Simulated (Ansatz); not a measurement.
AlGaSb2 in space group R3m (No. 160; Al on 3a, Ga on 3a, Sb on 3a, Sb on 3a), DFT-PBE in the program Ansatz with PAW potentials, all energies at zero smearing, with the estimated change up to a 700 eV cutoff added, with one set of potentials and settings (totals compare only within such a set). Cell of 4 atoms (1 Al, 1 Ga, 2 Sb): -17290.164 eV.

```tsv
element	reference phase	E (eV/atom)
Al	Fm-3m, 1 atoms in the cell	-537.5049
Ga	Cmce, 4 atoms in the cell	-3783.0209
Sb	R-3m, 2 atoms in the cell	-6484.4916
```

Formation energy per atom, worked out: (-17290.164 − 1×(-537.5049) − 1×(-3783.0209) − 2×(-6484.4916))/4 = -0.164 eV/atom (-16 kJ per mol of atoms), at 0 K, without zero-point energy or fitted corrections.

The first step of the workflow began from a Materials Project structure, measured or hypothetical; the Crystallography Open Database copy checked does not list it. With Al and Ga taken as one species the cell has the higher symmetry F-43m, so it may be an ordered model of a mixed-site phase. Whether it is the stable phase at ambient conditions was not checked. The cell was relaxed with PBE under the symmetry of its start; of distortions, only those at the zone centre were tested. The references are the lowest solids computed at this level, not always the standard phases. Spin–orbit coupling is left out wherever it is not named.

Potentials: the later of the program's two PAW sets.
